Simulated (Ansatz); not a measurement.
BN in space group P6_3mc (No. 186; Pearson symbol hP12) at seven volumes, DFT-r²SCAN+D4 in the program Ansatz with PAW potentials, shape and atoms relaxed at each. One row is withheld.

```json
[
 {"V (Å³/atom)": "8.110", "P (GPa)": "4.73"},
 {"V (Å³/atom)": "8.377", "P (GPa)": "2.66"},
 {"V (Å³/atom)": "8.645", "P (GPa)": "1.11"},
 {"V (Å³/atom)": "8.912", "P (GPa)": "0.00"},
 {"V (Å³/atom)": "9.180", "P (GPa)": "?"},
 {"V (Å³/atom)": "9.447", "P (GPa)": "-1.36"},
 {"V (Å³/atom)": "9.714", "P (GPa)": "-1.71"}
]
```

Problem. Fit the shown pressures and predict the withheld one.

Solution. P = (3/2)B₀(x^(7/2) − x^(5/2))[1 + (3/4)(B′ − 4)(x − 1)] with x = (V₀/V)^(2/3). Least squares on the six rows gives V₀ = 8.909 Å³/atom, B₀ = 31.9 GPa, B′ = 10.30. At V = 9.180, x = 0.9802 and P = -0.82 GPa. The run itself gave -0.83 GPa.

The start of the workflow was typed in or built on a structure type. Its sites differ from those of the usual phase in this space group: another stacking or structure type. Symmetry was held in the r²SCAN+D4 relaxation; whether a distortion lowers the energy is not shown.

Potentials: the later of the program's two PAW sets.
